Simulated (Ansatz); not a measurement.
VSi2 in space group P6_222 (No. 180; V on 3d, Si on 6j) under volume change, LDA (plane waves, PAW; program Ansatz), shape and atoms relaxed at each volume.

| V (Å³/atom) | E − E(relaxed) (meV/atom) | P (GPa) |
|---|---|---|
| 11.084 | 70.6 | 22.43 |
| 11.450 | 29.6 | 13.73 |
| 11.815 | … | … |
| 12.181 | 0.0 | 0.00 |
| 12.546 | … | … |
| 12.912 | 23.9 | -9.95 |
| 13.277 | 51.2 | -13.84 |

Question: Some entries are withheld; supply them.

Answer: 
- 12.546, E − E(relaxed) (meV/atom): 6.3
- 12.546, P (GPa): -5.38
- 11.815, E − E(relaxed) (meV/atom): 7.0
- 11.815, P (GPa): 6.32

Question: What does a third-order Birch–Murnaghan fit give for V₀, B₀ and B′?

Answer: V₀ = 12.18 Å³/atom, B₀ = 194 GPa, B′ = 4.3.

The LDA relaxation kept the symmetry of its start. The run is not spin-polarised.

Potentials: the later of the program's two PAW sets.
